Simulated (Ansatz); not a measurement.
ZnPbO3:
Space group R3c, hexagonal axes (No. 161); a = 5.429 Å, b = 5.429 Å, c = 14.356 Å, α = 90.00°, β = 90.00°, γ = 120.00°

| atom | site | symmetry | x | y | z |
|---|---|---|---|---|---|
| Zn | 6a | 3. | 0.0000 | 0.0000 | 0.4993 |
| Pb | 6a | 3. | 0.0000 | 0.0000 | 0.2813 |
| O | 18b | 1 | 0.3754 | 0.0262 | 0.2229 |
(The calculation used a cell of 10 atoms; values per cell refer to that cell.)

Relaxed with r²SCAN. DFT-r²SCAN in the program Ansatz with PAW potentials gives a gap of 0.23 eV.

Problem. What gap does HSE06 give on the same cell (Ansatz, PAW)?

Solution. 1.17 eV, 0.95 eV more. The hybrid was solved on a coarser mesh and at special points; its gap is the smallest among all of these.

```json
[
 {"k": "Γ", "v1 r²SCAN": "0.00", "c1 r²SCAN": "0.23", "v1 HSE06": "0.00", "c1 HSE06": "1.17"},
 {"k": "T", "v1 r²SCAN": "-0.37", "c1 r²SCAN": "2.82", "v1 HSE06": "?", "c1 HSE06": "?"},
 {"k": "L", "v1 r²SCAN": "-0.31", "c1 r²SCAN": "2.81", "v1 HSE06": "?", "c1 HSE06": "?"},
 {"k": "F", "v1 r²SCAN": "-0.07", "c1 r²SCAN": "2.84", "v1 HSE06": "?", "c1 HSE06": "?"},
 {"k": "S0", "v1 r²SCAN": "-0.17", "c1 r²SCAN": "2.93", "v1 HSE06": "-0.17", "c1 HSE06": "4.18"},
 {"k": "H0", "v1 r²SCAN": "-0.26", "c1 r²SCAN": "3.12", "v1 HSE06": "?", "c1 HSE06": "?"}
]
```

Problem. Top valence (v1) and lowest conduction level (c1) in eV from each method's valence maximum (which need not be a listed point): supply the withheld HSE06 values.

Solution. 
- T, v1 HSE06: -0.29
- T, c1 HSE06: 4.03
- H0, v1 HSE06: -0.24
- H0, c1 HSE06: 4.39
- F, v1 HSE06: -0.08
- F, c1 HSE06: 4.07
- L, v1 HSE06: -0.24
- L, c1 HSE06: 4.03

Cost on shared cores: the r²SCAN run (SCF on a 6×6×6 mesh, then bands and DOS) about 5 core-minutes (a rough figure), the HSE06 run (SCF on 4×4×4, then a few points) around 7 core-minutes (rough); the tasks are unlike.

The first step of the workflow began from a Materials Project structure, measured or hypothetical; the Crystallography Open Database copy checked does not list it. With Zn and Pb taken as one species the cell has the higher symmetry R-3c, so it may be an ordered model of a mixed-site phase. Its standing as an ambient phase is unchecked. Symmetry was held in the r²SCAN relaxation; of distortions, only those at the zone centre were tested. Spin–orbit coupling is left out wherever it is not named.

Potentials: the later of the program's two PAW sets.
